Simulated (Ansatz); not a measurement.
TiSiB:
```cif
data_B4Si4Ti4
_chemical_formula_sum 'Si4 B4 Ti4'
_space_group_name_H-M_alt 'Cmcm'
_space_group_IT_number 63
_space_group_name_Hall '-C 2c 2'
_cell_length_a 3.29796
_cell_length_b 13.19973
_cell_length_c 3.05501
_cell_angle_alpha 90.000
_cell_angle_beta 90.000
_cell_angle_gamma 90.000
loop_
_space_group_symop_operation_xyz
  'x, y, z'
  '-x, -y, -z'
  '-x, -y, z+1/2'
  'x, y, -z+1/2'
  'x, -y, -z'
  '-x, y, z'
  '-x, y, -z+1/2'
  'x, -y, z+1/2'
  'x+1/2, y+1/2, z'
  '-x+1/2, -y+1/2, -z'
  '-x+1/2, -y+1/2, z+1/2'
  'x+1/2, y+1/2, -z+1/2'
  'x+1/2, -y+1/2, -z'
  '-x+1/2, y+1/2, z'
  '-x+1/2, y+1/2, -z+1/2'
  'x+1/2, -y+1/2, z+1/2'
loop_
_atom_site_label
_atom_site_type_symbol
_atom_site_symmetry_multiplicity
_atom_site_Wyckoff_symbol
_atom_site_fract_x
_atom_site_fract_y
_atom_site_fract_z
_atom_site_occupancy
Si1 Si 4 c 0.00000 0.70186 0.25000 1
B1 B 4 c 0.00000 0.53157 0.25000 1
Ti1 Ti 4 c 0.00000 0.09390 0.75000 1
```
(The calculation used a cell of 6 atoms; values per cell refer to that cell.)

Relaxed with r²SCAN.

Q: Tabulate the valence density and the electron localisation function along the shortest B–Ti contact (2.34 Å), r²SCAN (plane waves, PAW; program Ansatz).

A: 

| distance from B (Å) | density (e/Å³) | ELF |
|---|---|---|
| 0.23 | 0.46 | 0.02 |
| 0.35 | 0.61 | 0.10 |
| 0.47 | 0.68 | 0.28 |
| 0.58 | 0.66 | 0.47 |
| 0.70 | 0.58 | 0.57 |
| 0.82 | 0.50 | 0.58 |
| 0.93 | 0.42 | 0.52 |
| 1.05 | 0.37 | 0.37 |
| 1.17 | 0.35 | 0.20 |
| 1.29 | 0.38 | 0.13 |
| 1.40 | 0.53 | 0.17 |
| 1.52 | 0.98 | 0.34 |
| 1.64 | 2.05 | 0.56 |
| 1.75 | 3.84 | 0.65 |
| 1.87 | 6.04 | 0.60 |
| 1.99 | 8.07 | 0.41 |
| 2.10 | 9.41 | 0.15 |

The density is the valence pseudo-density with augmentation charge, so density and ELF within about 1 Å of a nucleus are not all-electron values.

The start of the workflow was typed in or built on a structure type; neither database checked (COD, Materials Project) lists it. Whether it is the stable phase at ambient conditions was not checked. The cell was relaxed with r²SCAN under the symmetry of its start; whether a distortion lowers the energy is not shown. The run is not spin-polarised.

Potentials: the later of the program's two PAW sets.
